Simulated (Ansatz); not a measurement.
Input:

ZrSn₂:
```xyz
6
Lattice="0.0000 4.8295 4.9756 2.8464 0.0000 4.9756 2.8464 4.8295 0.0000" Properties=species:S:1:pos:R:3 pbc="T T T"
Zr     2.8464     4.8295     4.9756
Zr     4.2696     7.2443     7.4634
Sn     1.4232     0.7816     2.4878
Sn     1.4232     4.0479     2.4878
Sn     2.8464     1.6332     4.9756
Sn     2.8464     8.0259     4.9756
```

This is the r²SCAN-relaxed structure.

Question: All from the program Ansatz at the r²SCAN level (PAW), unless another level is named. Estimate the formation energy from the elements (no fitted shifts).

Answer: -0.44 eV/atom.

Question: What about the density of states at the Fermi level?

Answer: 0.33 states/eV per atom (mean over ±0.08 eV).

Space group Fddd. The first step of the workflow began from a Materials Project structure, measured or hypothetical; the Crystallography Open Database copy checked does not list it. With Zr and Sn taken as one species the cell has the higher symmetry Fddd, so it may be an ordered model of a mixed-site phase. Its standing as an ambient phase is unchecked. The cell was relaxed with r²SCAN under the symmetry of its start; its stability against distortions is not shown here. The run is not spin-polarised. The references are the lowest solids computed at this level, not always the standard phases. Spin–orbit coupling is left out wherever it is not named.

Potentials: the later of the program's two PAW sets.
